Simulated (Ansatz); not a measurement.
# Contact densities of Li against volume

```
Li
1.0
    -1.75000    1.75000    1.75000
     1.75000   -1.75000    1.75000
     1.75000    1.75000   -1.75000
Li
1
Cartesian
  0.0000 0.0000 0.0000
```

Conventional cell: a = 3.500 Å, b = 3.500 Å, c = 3.500 Å, α = 90.00°, β = 90.00°, γ = 90.00°. Around Li (atom 1) lie 8 Li at 3.03 Å.

The structure is an experimental refinement, used without relaxation.

These are results of Ansatz 0.2.0, DFT, PBEsol, all-electron PAW with datasets made for the crystal, scalar-relativistic, not measurements.

Sampling and basis: a Γ-centred 15×15×15 k mesh, Fermi–Dirac smearing of 0.08 eV, cutoff 100 eV (chosen by the program for this cell), no spin polarisation.

The contact density is the mean electron density over the nuclear volume; its changes follow the s electrons' response to bonding and compression. Changes below are taken from the unscaled cell, where it is 93.2547 e/Å³ at Li.

The datasets are made afresh for each cell, so very small changes are uncertain.

Question: Does compression raise or lower the contact density at Li?

Answer: It raises it, by 0.06 e/Å³ over the whole range.

Question: Tabulate the changes with volume.

Answer: 
| V/V(cell) | P (GPa) | Δρ(0) Li (e/Å³) |
| --- | --- | --- |
| 0.9400 | 0.1 | 0.03 |
| 0.9500 | -0.1 | 0.03 |
| 0.9600 | -0.2 | 0.02 |
| 0.9800 | -0.5 | 0.01 |
| 0.9900 | -0.6 | 0.01 |
| 1.0000 | -0.7 | 0.00 |
| 1.0100 | -0.8 | -0.01 |
| 1.0200 | -0.9 | -0.01 |
| 1.0400 | -1.1 | -0.02 |
| 1.0500 | -1.2 | -0.02 |
| 1.0600 | -1.3 | -0.03 |
